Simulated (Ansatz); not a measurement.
Sb:
Space group R-3m, hexagonal axes (No. 166); a = b = 4.375 Å, c = 11.537 Å, α = β = 90.00°, γ = 120.00°

```tsv
atom	site	symmetry	x	y	z
Sb	6c	3m	0.0000	0.0000	0.2327
```
(The calculation used a cell of 2 atoms; values per cell refer to that cell.)

Relaxed at zero pressure with the program Ansatz at the PBE level (PAW).

Q: The volume is raised by 9 % and shape and atoms relax at that volume. What pressure results, and how do the axes share the change?

A: -1.8 GPa; a 0.8 %, b 0.8 %, c 7.4 %; the energy rises by 19 meV/atom.

Q: Give the new structure.

A: 
Space group R-3m, hexagonal axes (No. 166); a = b = 4.4084 Å, c = 12.3858 Å, α = β = 90.00°, γ = 120.00°

| atom | site | symmetry | x | y | z |
|---|---|---|---|---|---|
| Sb | 6c | 3m | 0.0000 | 0.0000 | 0.2279 |

The phase is kept; no other phase was compared at this pressure.

Symmetry was held in the PBE relaxation. Scalar-relativistic: spin–orbit coupling is off unless named, which matters more the heavier the elements.

Potentials: the later of the program's two PAW sets.
